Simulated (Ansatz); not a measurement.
Given:

TaRu3:
```
CELL_PARAMETERS angstrom
      3.82948     0.00000     0.00000
      0.00000     3.82948     0.00000
      0.00000     0.00000     3.82948
ATOMIC_POSITIONS crystal
  Ta 0.50000 0.50000 0.50000
  Ru 0.50000 0.00000 0.00000
  Ru 0.00000 0.50000 0.00000
  Ru 0.00000 0.00000 0.50000
```

This is the LDA-relaxed structure.

### Question
All from DFT-LDA in the program Ansatz with PAW potentials, unless another level is named. Give the formation energy from the elements (no fitted shifts).

### Answer
-0.18 eV/atom.

### Question
And the density of states at the Fermi level?

### Answer
1.0 states/eV per atom (mean over ±0.08 eV).

Space group Pm-3m (Cu3Au type). The workflow started from a Materials Project entry (that database holds measured and hypothetical structures alike); the Crystallography Open Database copy checked does not list it. Whether it is the stable phase at ambient conditions was not checked. The LDA relaxation kept the symmetry of its start; whether a distortion lowers the energy is not shown. No spin polarisation was allowed. The references are the lowest solids computed at this level, not always the standard phases. Scalar-relativistic: spin–orbit coupling is off unless named, which matters more the heavier the elements.

Potentials: the later of the program's two PAW sets.
